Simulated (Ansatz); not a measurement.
B₂Ru in space group Pmmn (No. 59; B on 4e, Ru on 2a) at seven volumes, PBEsol (plane waves, PAW; program Ansatz), shape and atoms relaxed at each. One row is withheld.

```tsv
V (Å³/atom)	P (GPa)
8.044	34.42
8.309	21.10
8.575	9.73
8.840	-0.01
9.105	-8.33
9.370	-15.43
9.635	?
```

Problem. Fit the shown pressures and predict the withheld one.

Solution. Third-order Birch–Murnaghan: P = (3/2)B₀(x^(7/2) − x^(5/2))[1 + (3/4)(B′ − 4)(x − 1)] with x = (V₀/V)^(2/3). Least squares on the six rows gives V₀ = 8.840 Å³/atom, B₀ = 299.4 GPa, B′ = 4.18. At V = 9.635, x = 0.9442 and P = -21.54 GPa. The run itself gave -21.49 GPa.

The workflow started from a Materials Project entry (that database holds measured and hypothetical structures alike); the Crystallography Open Database files this formula in space group No. 59, but the cells were not matched. Whether it is the stable phase at ambient conditions was not checked. The PBEsol relaxation kept the symmetry of its start; whether a distortion lowers the energy is not shown. The run is not spin-polarised.

Potentials: the later of the program's two PAW sets.
